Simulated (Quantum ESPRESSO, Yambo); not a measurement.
## Levels of theory for the gap of Cs₂WO₂F₄

Cs$_{2}$WO$_{2}$F$_{4}$ (space group C2/m, No. 12): one geometry, one set of PBEsol (pw.x of Quantum ESPRESSO, ONCV potentials, without SOC) orbitals, self-energies from Yambo (2×2×2 Γ-centred k mesh, bands 2 to 320 and a 8 Ry block in the screening, 320 bands in G with the Bruneval-Gonze terminator, plasmon pole fitted at 27.2 eV).

The geometry is that of Materials Project entry mp-1226138, symmetrised and not relaxed again.

| level | gap (0, -0.5, -0.5) → (-0.5, -0.5, 0) (eV) | direct gap at (0, 0, -0.5) (eV) | rough Yambo cost |
|---|---|---|---|
| PBEsol (Quantum ESPRESSO) | 2.41 | 2.44 | – |
| exchange only (Hartree-Fock self-energy on PBEsol orbitals) | 14.05 | 14.03 | about 1/40 (12 states) |
| static COHSEX@PBEsol | 6.60 | 6.64 | within a factor of two (4 states) |
| G0W0@PBEsol, plasmon pole | 5.49 | 5.52 | 1 (12 states) |

Bare exchange has no screening and gives the widest gap; static COHSEX screens it but leaves out the frequency dependence, which G0W0 restores. All rows use the PBEsol edge points; in the exchange only run other k points give a smaller gap, 13.99 eV.

Costs are rough ratios of core time on shared machines.

Nearest settings tried, and what they do to the gap: 206 bands in W, 206 bands in G: +48 meV; 3 Ry block (103 vectors against 449): +43 meV. Not varied: mesh. So the settings aren't converged at that level. The k mesh is coarse.

Spin-orbit coupling is left out, which matters for elements this heavy: edges can move by tenths of an eV.

The structure is a Materials Project entry; no match was found in the copy of COD used, and its stability was not checked.
